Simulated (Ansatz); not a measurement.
SiGe:
```xyz
4
Lattice="3.9007 0.0000 0.0000 -1.9504 3.3781 0.0000 0.0000 0.0000 6.4422" Properties=species:S:1:pos:R:3 pbc="T T T"
Si     1.9504     1.1260     5.6341
Si     0.0000     2.2521     2.4130
Ge     1.9504     1.1260     3.2240
Ge     0.0000     2.2521     0.0029
```

Relaxed with PBEsol. Special points in fractions of this cell's reciprocal vectors: Γ (0.000, 0.000, 0.000); M (0.500, 0.000, 0.000); K (0.333, 0.333, 0.000); A (0.000, 0.000, 0.500); L (0.500, 0.000, 0.500); H (0.333, 0.333, 0.500).

Question: List the band energies nearest the valence-band maximum at these points for plane-wave PAW PBEsol (Ansatz code).

Answer: In eV from the valence-band maximum; about four levels below and three above (degenerate sets whole), none deeper than 8.9 eV; points with the same levels are listed once.

```
k                        below                          above
-  ---------------------------  -----------------------------
Γ  -1.59 -1.59 -0.32 0.00 0.00            0.40 1.48 2.03 2.03
M      -4.78 -3.18 -3.04 -1.53                 0.35 1.96 3.19
K      -5.26 -3.66 -3.66 -3.40                 0.97 4.78 4.78
A      -0.97 -0.97 -0.97 -0.97  1.20 1.20 3.07 3.07 3.07 3.07
L      -2.61 -2.61 -2.53 -2.53            0.62 0.62 1.77 1.77
H      -4.55 -4.55 -2.11 -2.11            1.34 1.34 3.71 3.71
```

Space group P6_3mc (wurtzite). The workflow started from a Materials Project entry (that database holds measured and hypothetical structures alike); the Crystallography Open Database copy checked does not list it. Whether it is the stable phase at ambient conditions was not checked. The cell was relaxed with PBEsol under the symmetry of its start; whether a distortion lowers the energy is not shown. Spin–orbit coupling is left out wherever it is not named.

Potentials: the earlier of the program's two PAW sets. The files were generated under PBE; for other functionals the program regenerates the frozen cores, and for LDA and PBEsol the local potential too.
